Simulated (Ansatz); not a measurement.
Relaxing an invented MgSn₄N structure

Computed with DFT PBE, scalar-relativistic, plane waves, PAW in Ansatz. Cutoff 420 eV, Gaussian smearing, Γ-centred meshes. Cell and atoms relax first on a coarse mesh and then on a finer one. In between, the cell is made exact in the group found at 0.06 Å. In metals the finer mesh still leaves noise of several meV/atom or more. The steps can't lower the symmetry of their start. No spin polarisation.

The cell of MgSn₄N is invented: random cell by space group and Wyckoff sites (P6/mmm, No. 191). Its size is a rough estimate.

```yaml
crystal:
  lattice:
    - [5.43332, 0.00000, 0.00000]
    - [-2.71666, 4.70540, 0.00000]
    - [0.00000, 0.00000, 6.26776]
  atoms:
    - { symbol: Mg, position: [0.00000, 0.00000, 0.50000] }
    - { symbol: Sn, position: [0.33333, 0.66667, 0.50000] }
    - { symbol: Sn, position: [0.66667, 0.33333, 0.50000] }
    - { symbol: Sn, position: [0.33333, 0.66667, 0.00000] }
    - { symbol: Sn, position: [0.66667, 0.33333, 0.00000] }
    - { symbol: N, position: [0.00000, 0.00000, 0.00000] }
```

Energies over the elements count from the elements' standard structures at the same level (N₂ as a molecule), with no fitted energy shifts. The references include grey tin.

Problem. Which structure results?

Solution. The symmetry stays P6/mmm (No. 191). The volume per atom shrinks by 12.4 %, from 26.7 to 23.4 Å³. The shortest distance goes from 3.13 Å (Mg–N and Sn–Sn) to 2.93 Å (Mg–N and Sn–Sn). Conventional cell: a = 5.256 Å, c = 5.866 Å. Mg has 2 N at 2.93 Å and 6 Sn at 3.03 Å; around Sn on its first site lie 5 Sn at 2.93–3.03 Å and 3 Mg at 3.03 Å; Sn on its second site has 5 Sn at 2.93–3.03 Å and 3 N at 3.03 Å; N has 2 Mg at 2.93 Å and 6 Sn at 3.03 Å.

```cif
data_structure
_symmetry_space_group_name_H-M 'P6/mmm'
_symmetry_Int_Tables_number 191
_cell_length_a 5.2564
_cell_length_b 5.2564
_cell_length_c 5.8658
_cell_angle_alpha 90.000
_cell_angle_beta 90.000
_cell_angle_gamma 120.000
_cell_volume 140.36
loop_
_atom_site_label
_atom_site_type_symbol
_atom_site_symmetry_multiplicity
_atom_site_Wyckoff_symbol
_atom_site_fract_x
_atom_site_fract_y
_atom_site_fract_z
_atom_site_occupancy
Mg1 Mg 1 b 0.00000 0.00000 0.50000 1
Sn1 Sn 2 d 0.33333 0.66667 0.50000 1
Sn2 Sn 2 c 0.33333 0.66667 0.00000 1
N1 N 1 a 0.00000 0.00000 0.00000 1
```

Problem. Give its energy and gap.

Solution. The formation energy is +0.62 eV/atom. The gap on the 12×12×8 mesh of the 6-atom cell is 0 eV (a metal).

The separate elements lie lower, so it is unstable against them.

The last run used Gaussian smearing of 0.10 eV. A structure relaxed within its symmetry needn't be a true minimum. In all, the 3 runs took 6.5 min on 1 thread of Intel(R) Xeon(R) Processor @ 2.50GHz (Skylake/Cascade Lake), on a shared host. Another cell of MgSn4N relaxed alike, in P4/mmm, lies 119 meV/atom lower, so this cell isn't the stable form at this level.
